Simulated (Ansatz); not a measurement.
LiTaO$_{3}$:
```
LiTaO3
1.0
    3.91993     0.00000     0.00000
    0.00000     3.91993     0.00000
    0.00000     0.00000     4.00237
Ta Li O
1 1 3
Direct
  0.50000   0.50000   0.40910
  0.00000   0.00000   0.15094
  0.50000   0.50000   0.86630
  0.50000   0.00000   0.33983
  0.00000   0.50000   0.33983
```

x, y and z are the axes in which the lattice vectors are written.

### Question
Give the high-frequency dielectric tensor and the Born effective charge tensors of the independent atoms from DFPT, DFT-PBEsol in the program Ansatz with PAW potentials.

### Answer

ε∞:
```
4.56  0.00  0.00
0.00  4.56  0.00
0.00  0.00  4.35
```
Z* of atom 1 (Ta), rows: field, columns: displacement, in e:
```
7.58  0.00  0.00
0.00  7.58  0.00
0.00  0.00  6.77
```
Z* of atom 2 (Li), rows: field, columns: displacement, in e:
```
1.11  0.00  0.00
0.00  1.11  0.00
0.00  0.00  1.02
```
Z* of atom 3 (O), rows: field, columns: displacement, in e:
```
-1.26   0.00   0.00
 0.00  -1.26   0.00
 0.00   0.00  -5.24
```
Z* of atom 4 (O), rows: field, columns: displacement, in e:
```
-1.66   0.00   0.00
 0.00  -5.76   0.00
 0.00   0.00  -1.28
```

Space group P4mm. The start of the workflow was typed in or built on a structure type; neither database checked (COD, Materials Project) lists it. It is not the phase usual at ambient conditions (space group No. 161). The PBEsol relaxation kept the symmetry of its start. At this level the phase is dynamically unstable (imaginary phonons). The run is not spin-polarised. Scalar-relativistic: spin–orbit coupling is off unless named, which matters more the heavier the elements.

Potentials: the later of the program's two PAW sets.
